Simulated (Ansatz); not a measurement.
TiB2 in space group P6/mmm (No. 191; Ti on 1a, B on 2d) under volume change, r²SCAN (plane waves, PAW; program Ansatz), shape and atoms relaxed at each volume.

| V (Å³/atom) | E − E(relaxed) (meV/atom) | P (GPa) |
|---|---|---|
| 7.746 | 64.5 | 29.15 |
| 8.001 | 27.2 | 17.95 |
| 8.256 | 6.4 | 8.30 |
| 8.512 | 0.0 | -0.02 |
| 8.767 | 5.9 | -7.20 |
| 9.022 | 22.4 | -13.41 |
| 9.278 | 48.2 | -18.77 |

What does a third-order Birch–Murnaghan fit give for V₀, B₀ and B′?

V₀ = 8.51 Å³/atom, B₀ = 257 GPa, B′ = 3.9.

The cell was relaxed with r²SCAN under the symmetry of its start; of distortions, only those at the zone centre were tested. No spin polarisation was allowed.

Potentials: the later of the program's two PAW sets.
